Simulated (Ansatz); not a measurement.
TiB2 (AlB2 type, space group P6/mmm)

```
CELL_PARAMETERS angstrom
      6.06368     0.00000     0.00000
     -1.51592     2.62565     0.00000
      3.03184     0.00000     3.22428
ATOMIC_POSITIONS crystal
  Ti 0.00000 0.00000 0.00000
  Ti 0.50000 0.00000 0.00000
  B  0.91667 0.66667 0.50000
  B  0.41667 0.66667 0.50000
  B  0.08333 0.33333 0.50000
  B  0.58333 0.33333 0.50000
```

A phonon eigenvector at L = (0.5, 0.0, 0.5) is frozen into this cell: atom i moves by Q times the vector below, so Q is the largest atomic displacement, in Å. The cell is held. (q is in reciprocal vectors of the primitive cell; the cell shown is doubled to hold the pattern.)

```
atom       x       y      z
----  ------  ------  -----
Ti1    0.500  -0.866  0.000
Ti2   -0.500   0.866  0.000
```

Atoms not listed stay in place.

Computed with PBE (plane waves to 420 eV, PAW, scalar-relativistic; Ansatz, an electronic-structure program). k mesh 18×18×18 (Γ-centred), Fermi-Dirac smearing 0.05 eV. E stands for the smeared free energy. With partly filled bands, energies and forces of such displacements shift with the k mesh and the smearing. The PAW data are Ansatz's earlier set. TiB2 is run without spin polarisation. TiB2 was relaxed with its symmetry unable to fall. ΔE is measured from the undisplaced structure. The last digit holds for this mesh only.

```
Q (Å)    ΔE (meV/cell)
-------  -------------
-0.2800         1501.4
-0.2333       withheld
-0.1867          693.8
-0.1400          396.5
-0.0933          178.3
-0.0467           44.9
0.0000             0.0
0.0467            44.9
0.0933           178.3
0.1400           396.5
0.1867           693.8
0.2333        withheld
0.2800          1501.4
```

### Question
Fit an even polynomial form (powers 2, 4, 6) to the given rows and predict ΔE at Q = 0.2333.

### Answer
Least squares on the 11 given rows: ΔE = (20690)·Q² + (-24940)·Q⁴ + (67320)·Q⁶, in meV/cell with Q in Å; root-mean-square residual 0.09 meV/cell. At 0.2333 the fit gives 1063.1 meV/cell; the calculation gives 1063.8 meV/cell, so the interpolation is off by -0.7 (-0.1 %). The quadratic term alone would give 1126.1 meV/cell.

(For displaced atoms, the force is minus the slope of the energy, and its curvature is a force constant, which sets phonon frequencies.)
